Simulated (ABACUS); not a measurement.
Consider a self-consistent single point of Ti (Fm-3m, 1 atom in the cell; from COD 1534878).

```yaml
crystal:
  lattice:
    - [0.00000, 2.03000, 2.03000]
    - [2.03000, 0.00000, 2.03000]
    - [2.03000, 2.03000, 0.00000]
  atoms:
    - { symbol: Ti, position: [0.00000, 0.00000, 0.00000] }
```

All values come from this method and carry its errors: BLYP, PseudoDojo 0.5 standard norm-conserving PBE (tails mended) pseudopotentials (plane waves; ABACUS 3.10.1).

ABACUS settings:

- KPT: Gamma 14 14 14 0 0 0
- basis_type: pw
- dft_functional: GGA_X_B88+GGA_C_LYP
- ecutwfc: 84 Ry
- smearing_method: gaussian
- smearing_sigma: 0.00367493 Ry
- potentials: PseudoDojo 0.5 standard norm-conserving PBE (tails mended)
- symmetry: 1
- ks_solver: dav
- scf_nmax: 100
- scf_thr: 1.0e-09 Ry
- mixing_type: broyden

Results:

| Property | Value |
|---|---|
| Number of valence electrons | 12 |
| Number of bands | 16 |
| Number of k-points after the program's reduction | 104 |
| Number of plane waves (most at a k-point) | 1481 |
| Number of SCF iterations | 8 |
| FFT grid | 32 × 32 × 32 |
| Free energy E − TS | -1612.8473 eV |
| Fermi level (on the code's own zero) | 14.37 eV |
| Pressure | 7.04 GPa |

Stress (GPa, positive for compression):
```
7.04  0.00  0.00
0.00  7.04  0.00
0.00  0.00  7.04
```

For comparison: a first run (DFT, PBEsol, plane waves, PseudoDojo 0.4 standard norm-conserving PBEsol (tails mended) pseudopotentials) was changed to give this one (dft_functional: PBESOL → GGA_X_B88+GGA_C_LYP; pseudopotentials: PseudoDojo 0.4 standard norm-conserving PBEsol (tails mended) → PseudoDojo 0.5 standard norm-conserving PBE (tails mended)), and from it to this one the pressure goes from -0.32 to 7.04 GPa.

The starting cell comes from an entry of a crystal-structure database; it serves only as a starting point and was not checked for soundness. The potentials were made for another functional than the one used.

Cost on one core: about 40 core-seconds (a rough figure).

“Tails mended”: in these copies of the files the far tail of each local potential was reset to the Coulomb form.
